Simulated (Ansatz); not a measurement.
**InAs (zinc blende), map of one atom of the cell**

Starting cell, InAs (zinc blende):

```
InAs
1.0
    0.00000     3.05455     3.05455
    3.05455     0.00000     3.05455
    3.05455     3.05455     0.00000
As In
1 1
Direct
  0.75000   0.75000   0.75000
  0.00000   0.00000   0.00000
```

In this cell atom 2 (In, nearest neighbour As at 2.645 Å; its periodic images, 4.3 Å or more away, move with it) is moved by u·(1.000, 0.000, 0.000) + v·(0.000, 0.000, 1.000); the rest is frozen.

Computed with r2SCAN (plane waves to 500 eV, PAW, scalar-relativistic; Ansatz, an electronic-structure program). k mesh 8×8×8 (Γ-centred), Fermi-Dirac smearing 0.05 eV. E stands for the smeared free energy. Points where atoms come too close for the PAW data are left out (x in tables, blank in figures). As the smearing reaches across the gap at some points, energies and forces of such displacements shift with the k mesh and the smearing. Fu and Fv are the components of the force on the atom. InAs was relaxed with its symmetry unable to fall. ΔE is measured from the undisplaced structure. Axes are in Å.

ΔE (meV/cell), with u across and v down:

| v \ u | -0.870 | -0.435 | 0.000 | 0.435 | 0.870 |
|---|---|---|---|---|---|
| -0.870 | x | 3729 | 2152 | 3729 | x |
| -0.435 | 3729 | 1555 | 651 | 1555 | 3729 |
| 0.000 | 2152 | 651 | 0 | 651 | 2152 |
| 0.435 | 3729 | 1555 | 651 | 1555 | 3729 |
| 0.870 | x | 3729 | 2152 | 3729 | x |

Fv (eV/Å), with u across and v down:

```csv
v \ u,-0.870,-0.435,0.000,0.435,0.870
-0.870,x,5.48,3.71,5.48,x
-0.435,7.12,3.94,2.80,3.94,7.12
0.000,0.00,0.00,0.00,0.00,0.00
0.435,-7.12,-3.94,-2.80,-3.94,-7.12
0.870,x,-5.48,-3.71,-5.48,x
```

Summary:

```
Quantity                                                  Value
------------------------  -------------------------------------
Lowest place on the grid  u = 0.000 Å, v = 0.000 Å (0 meV/cell)
```

(A displaced cell: forces are minus the slopes of the energy, force constants its curvatures, and phonons follow from these.)
